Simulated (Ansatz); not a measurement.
K$_{2}$CO$_{3}$ (space group C2/c)

```yaml
crystal:
  lattice:
    - [2.78823, -4.98410, 0.00000]
    - [2.78823, 4.98410, 0.00000]
    - [-1.22927, 0.00000, 6.68393]
  atoms:
    - { symbol: K, position: [0.33493, 0.66507, 0.25000] }
    - { symbol: K, position: [0.66507, 0.33493, 0.75000] }
    - { symbol: K, position: [0.00000, 0.00000, 0.00000] }
    - { symbol: K, position: [0.00000, 0.00000, 0.50000] }
    - { symbol: C, position: [0.33163, 0.66837, 0.75000] }
    - { symbol: C, position: [0.66837, 0.33163, 0.25000] }
    - { symbol: O, position: [0.77862, 0.57126, 0.18978] }
    - { symbol: O, position: [0.22138, 0.42874, 0.81022] }
    - { symbol: O, position: [0.42874, 0.22138, 0.31022] }
    - { symbol: O, position: [0.57126, 0.77862, 0.68978] }
    - { symbol: O, position: [0.79833, 0.20167, 0.25000] }
    - { symbol: O, position: [0.20167, 0.79833, 0.75000] }
```

Equation-of-state scan: isotropic scaling of the cell above, V₀ being its volume. The atoms relax within the cell's symmetry.

The numbers are results of PBEsol (plane waves to 420 eV, PAW, scalar-relativistic; Ansatz, an electronic-structure program), not measurements. k mesh 6×6×4 (Γ-centred), Fermi-Dirac smearing 0.05 eV. The energy includes the smearing's −TS. Compression counts positive. With the shape held, the modulus is that of even scaling; a crystal free to change shape is softer. K2CO3 was relaxed with its symmetry unable to fall. This is one of several known forms of K2CO3; the measured ambient cells at hand have space group No. 14. The zero of ΔE is the relaxed starting cell.

| V (Å³/atom) | ΔE (meV/atom) |
|---|---|
| 13.004 | withheld |
| 13.623 | 34.6 |
| 14.242 | 13.9 |
| 14.862 | 3.2 |
| 15.481 | 0.0 |
| 16.100 | 2.7 |
| 16.719 | 9.7 |
| 17.339 | 20.2 |
| 17.958 | 33.2 |

### Question
Fit a third-order Birch-Murnaghan form (E₀, V₀, B₀, B₀′ free) to the given rows and predict ΔE at V = 13.004.

### Answer
Least squares on the 8 given rows: ΔE = E₀ + (9V₀B₀/16)·y²·[2 + (B₀′ − 4)y], y = (V₀/V)^(2/3) − 1, with V₀ = 15.481 Å³/atom, B₀ = 37.37 GPa (160.2 GPa = 1 eV/Å³; the term in eV is multiplied by 1000), B₀′ = 5.70, E₀ = 0.01 meV/atom; root-mean-square residual 0.03 meV/atom. At 13.004 the fit gives 68.2 meV/atom; the calculation gives 68.0 meV/atom, so the extrapolation is off by 0.2 (+0.3 %). For the pressure the fit gives 10.7 GPa against the computed 10.6 GPa.

(Under strain, the slope of the energy per volume gives the stress and its curvature an elastic modulus.)
